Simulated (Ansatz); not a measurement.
One crystal and one scan (scan of one atom of the cell) at two levels, PBE (plane waves to 420 eV, PAW, scalar-relativistic; Ansatz, a program for electronic structure) and r2SCAN (plane waves to 500 eV, PAW, scalar-relativistic; Ansatz), each from its own relaxed cell and on its own mesh.

The crystal is Fe (bcc, W type); one Fe atom of a 2-atom cell moves by s along Cartesian x, with its periodic images.

The energy includes the smearing's −TS. Fe was relaxed with its symmetry unable to fall. Relaxed Fe ends ferromagnetic. Other magnetic orders were not checked, so this need not be the ground state. (PBE) On this mesh the relaxed cell isn't quite at rest: it carries a pressure of -0.2 GPa (compression positive) at the zero of the scan. (PBE) Relaxed Fe ends ferromagnetic. (r2SCAN) On this mesh the relaxed cell isn't quite at rest: it carries a pressure of -0.2 GPa (compression positive) at the zero of the scan. (r2SCAN) Relaxed Fe ends ferromagnetic. With partly filled bands, energies and forces of such displacements shift with the k mesh and the smearing. Both scans cover s from -0.740 to 0.740 Å.

```csv
quantity,run 1,run 2
Lattice constant a (Å),2.832,2.865
Magnetic moment of the relaxed cell (μB/cell),2.17,2.64
Energy at s = 0.740 Å (meV/cell),1060,1053
Force along the line at s = -0.740 Å (eV/Å),2.300,2.190
Force constant k = d²E/ds² at s = 0 (finite differences) (eV/Å²),4.85,6.14
```

### Question
Which run is which level?

### Answer
Run 1 is PBE, run 2 is r2SCAN. PBE gives the higher value for: force along the line at s = -0.740 Å. PBE gives the lower value for: lattice constant a; magnetic moment of the relaxed cell; force constant k = d²E/ds² at s = 0. They agree on: energy at s = 0.740 Å (within 1.5 %). Both give the same symmetry of the curve: even: the same for both signs.

(A displaced cell: forces are minus the slopes of the energy, force constants its curvatures, and phonons follow from these.)
